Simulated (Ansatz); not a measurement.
# AlGaN$_{2}$ (P-4m2), zone-centre modes

All numbers below come from Ansatz 0.2.0, DFT LDA, scalar-relativistic, plane waves, PAW. The runs took a 420 eV cutoff, a Γ-centred 8×8×6 mesh and Gaussian smearing (0.05 eV). No spin polarisation.

The undisturbed cell (as given, not relaxed at this level, and it needn't be the usual structure):

```
Al Ga N
1.0
     3.14088    0.00000    0.00000
     0.00000    3.14088    0.00000
     0.00000    0.00000    4.42384
Al Ga N
1 1 2
Direct
  0.50000 0.50000 0.50000
  0.00000 0.00000 0.00000
  0.50000 0.00000 0.73826
  0.00000 0.50000 0.26174
```

Harmonic modes by finite displacements of 0.02 Å, without the LO–TO term.

(1) At this geometry, is the structure stable against these modes?

(2) List the wavenumbers in cm⁻¹.

Answers

(1) Yes: no mode is imaginary beyond 10 cm⁻¹, and only the three translations lie near zero.

(2) 0, 0, 0, 257, 257, 431, 556, 556, 610, 663, 663, 682.

Cost: 1 run of about 0.82 core-minutes, on Arm Neoverse V2 (shared hosts).